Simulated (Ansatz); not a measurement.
Rh (dhcp (α-La type), space group No. 194) under volume change, r²SCAN (plane waves, PAW; program Ansatz), shape and atoms relaxed at each volume.

| V (Å³/atom) | E − E(relaxed) (meV/atom) | P (GPa) |
|---|---|---|
| 12.503 | 118.3 | 33.73 |
| 12.915 | 49.2 | 20.37 |
| 13.327 | 11.5 | 9.25 |
| 13.739 | 0.0 | 0.00 |
| 14.152 | 10.2 | -7.69 |
| 14.564 | 38.4 | -14.06 |
| 14.976 | 81.6 | -19.33 |

### Question
What does a third-order Birch–Murnaghan fit give for V₀, B₀ and B′?

### Answer
V₀ = 13.74 Å³/atom, B₀ = 280 GPa, B′ = 5.2.

Space group P6_3/mmc (dhcp (α-La type)). The first step of the workflow began from a Materials Project structure, measured or hypothetical; the Crystallography Open Database copy checked does not list it. It is not the phase usual at ambient conditions (space group No. 225). The r²SCAN relaxation kept the symmetry of its start; of distortions, only those at the zone centre were tested. No spin polarisation was allowed.

Potentials: the later of the program's two PAW sets.
